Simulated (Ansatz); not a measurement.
# Density of states of PtS2

```cif
data_structure
_symmetry_space_group_name_H-M 'P-3m1'
_symmetry_Int_Tables_number 164
_cell_length_a 3.5432
_cell_length_b 3.5432
_cell_length_c 5.0388
_cell_angle_alpha 90.000
_cell_angle_beta 90.000
_cell_angle_gamma 120.000
_cell_volume 54.78
loop_
_atom_site_label
_atom_site_type_symbol
_atom_site_symmetry_multiplicity
_atom_site_Wyckoff_symbol
_atom_site_fract_x
_atom_site_fract_y
_atom_site_fract_z
_atom_site_occupancy
Pt1 Pt 1 a 0.00000 0.00000 0.00000 1
S1 S 2 d 0.33333 0.66667 0.25000 1
```

The runs use the primitive cell with vectors (3.543, 0.000, 0.000), (-1.772, 3.069, 0.000), (0.000, 0.000, 5.039) Å, to which the k mesh refers.

The cell is COD entry 1534743, as deposited and not checked against the literature; nothing was relaxed. Its inner coordinates are ideal values, not refined ones.

Spin–orbit coupling is left out, though it moves levels of the heavy atoms by tenths of an eV or more.

Computed with Ansatz 0.2.0, DFT, PBE, all-electron LAPW, scalar-relativistic.

Sampling and basis: a Γ-centred 13×13×8 k mesh, Fermi–Dirac smearing of 0.03 eV, basis error target 1 meV/atom, no spin polarisation.

Task: Which of the resolved shells contributes most in the top eV of the valence band?

Result: S 3p, with 74 % of all states there; Pt 5d follows with 21 %.

Task: Where is the centre of the filled Pt 5d states between -14 eV and the top of the filled states?

Result: -4.50 eV from the valence-band top.

Task: Tabulate the density of states.

Result: States per eV and cell, averaged over 0.6 eV, from -5.8 to 2.4 eV, with energies (bin centres) from the valence-band top; empty bins are left out. The partial columns, the largest 4 alone, are projections on Löwdin-orthogonalised atomic shells (those that the program's projection atoms carry: the occupied ones and, for some elements, an empty d or f shell; other empty shells have no column), summed over atoms of an element. Weights on diffuse s and p shells depend on that basis and aren't pure angular character.
```json
{"E (eV)": "-5.6", "total": "2.75", "S 3p": "1.33", "Pt 5d": "1.09", "S 3s": "0.16", "Pt 6s": "0.13"}
{"E (eV)": "-5.0", "total": "2.09", "S 3p": "0.90", "Pt 5d": "1.03", "S 3s": "0.08", "Pt 6s": "0.05"}
{"E (eV)": "-4.4", "total": "3.56", "S 3p": "1.31", "Pt 5d": "2.02", "S 3s": "0.14", "Pt 6s": "0.04"}
{"E (eV)": "-3.8", "total": "1.17", "S 3p": "0.37", "Pt 5d": "0.75", "S 3s": "0.02", "Pt 6s": "0.01"}
{"E (eV)": "-3.2", "total": "4.02", "S 3p": "1.25", "Pt 5d": "2.51", "S 3s": "0.08", "Pt 6s": "0.13"}
{"E (eV)": "-2.6", "total": "2.24", "S 3p": "1.05", "Pt 5d": "1.05", "S 3s": "0.06", "Pt 6s": "0.05"}
{"E (eV)": "-2.0", "total": "2.99", "S 3p": "1.84", "Pt 5d": "1.03", "S 3s": "0.04", "Pt 6s": "0.02"}
{"E (eV)": "-1.4", "total": "2.72", "S 3p": "1.89", "Pt 5d": "0.72", "S 3s": "0.04", "Pt 6s": "0.01"}
{"E (eV)": "-0.8", "total": "0.94", "S 3p": "0.67", "Pt 5d": "0.22", "S 3s": "0.02", "Pt 6s": "0.01"}
{"E (eV)": "-0.2", "total": "0.43", "S 3p": "0.35", "Pt 5d": "0.06", "S 3s": "0.01", "Pt 6s": "0.00"}
{"E (eV)": "0.4", "total": "0.24", "S 3p": "0.12", "Pt 5d": "0.10", "S 3s": "0.02", "Pt 6s": "0.00"}
{"E (eV)": "1.0", "total": "1.94", "S 3p": "1.08", "Pt 5d": "0.68", "S 3s": "0.10", "Pt 6s": "0.01"}
{"E (eV)": "1.6", "total": "3.33", "S 3p": "2.13", "Pt 5d": "0.99", "S 3s": "0.06", "Pt 6s": "0.01"}
{"E (eV)": "2.2", "total": "1.16", "S 3p": "0.75", "Pt 5d": "0.34", "S 3s": "0.03", "Pt 6s": "0.00"}
```
